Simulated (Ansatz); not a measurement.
## Fe₂Co: computed properties

All numbers below come from DFT PBE, scalar-relativistic, plane waves, PAW in Ansatz.

Plane waves to 420 eV, a k mesh through Γ of 20×20×20 on the computed 3-atom cell and Gaussian smearing (0.10 eV); collinear spin from starting moments 2.8 2.8 2.1 μB.

The structure is relaxed at this level of theory with its symmetry kept, and needn't be the ground state of this composition.

```cif
data_structure
_symmetry_space_group_name_H-M 'Fmmm'
_symmetry_Int_Tables_number 69
_cell_length_a 2.8385
_cell_length_b 4.0400
_cell_length_c 12.0621
_cell_angle_alpha 90.000
_cell_angle_beta 90.000
_cell_angle_gamma 90.000
_cell_volume 138.32
loop_
_atom_site_label
_atom_site_type_symbol
_atom_site_symmetry_multiplicity
_atom_site_Wyckoff_symbol
_atom_site_fract_x
_atom_site_fract_y
_atom_site_fract_z
_atom_site_occupancy
Fe1 Fe 8 i 0.50000 0.00000 0.16579 1
Co1 Co 4 a 0.00000 0.00000 0.00000 1
```

- Space group: Fmmm (No. 69)
- Volume per atom: 11.53 Å³
- Formation energy from the elements' standard states (uncorrected): -0.018 eV/atom
- Kohn–Sham band gap: none (metal)
- Density of states at the Fermi level: 1.6 states/eV per cell
- Orbital (Löwdin) character within 0.5 eV of the Fermi level: Fe 3d 52 %, Co 3d 38 %, unprojected 4 %
- Bader charge by site (e): Fe (2 in the cell) 0.05, Co (1 in the cell) -0.10
- Total moment: 6.86 μB per cell
- Moment by site (μB): Fe1 2.57, Fe2 2.57, Co3 1.89

Only this magnetic start was tried.

The cell was found from a structure generator's guess, not taken from experiment. Löwdin shares on free-atom orbitals overweight diffuse shells.
